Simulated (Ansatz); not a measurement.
Mo$_{2}$C (space group Pbcn)

```
CELL_PARAMETERS angstrom
      4.67985     0.00000     0.00000
      0.00000     5.97905     0.00000
      0.00000     0.00000     5.15003
ATOMIC_POSITIONS crystal
  Mo 0.24551 0.87756 0.07966
  Mo 0.75449 0.12244 0.92034
  Mo 0.25449 0.62244 0.57966
  Mo 0.74551 0.37756 0.42034
  Mo 0.74551 0.62244 0.92034
  Mo 0.25449 0.37756 0.07966
  Mo 0.75449 0.87756 0.42034
  Mo 0.24551 0.12244 0.57966
  C  0.50000 0.87729 0.75000
  C  0.50000 0.12271 0.25000
  C  0.00000 0.62271 0.25000
  C  0.00000 0.37729 0.75000
```

The numbers are results of LDA (plane waves to 420 eV, PAW, scalar-relativistic; Ansatz, a first-principles code), not measurements. DFPT wavenumbers on a 8×6×8 k mesh, in cm⁻¹ and rounded to 5; i marks imaginary ones, q is in fractions of the reciprocal vectors of the cell shown, and the three acoustic modes at Γ are left out. Mo2C is run without spin polarisation. Mo2C was relaxed with its symmetry unable to fall.

Q: Is the structure dynamically stable at Γ?

A: No imaginary mode at these points (lowest 145 cm⁻¹ at Γ); other wave vectors were not tested.

Q: Predict the phonon wavenumbers at Γ.

A: 
```tsv
q	wavenumbers (cm⁻¹)
Γ	145, 150, 155, 160, 170, 175, 175, 185, 190, 195, 195, 200, 205, 210, 215, 215, 220, 245, 260, 265, 330, 635, 635, 640, 645, 650, 675, 680, 690, 695, 700, 705, 730
```
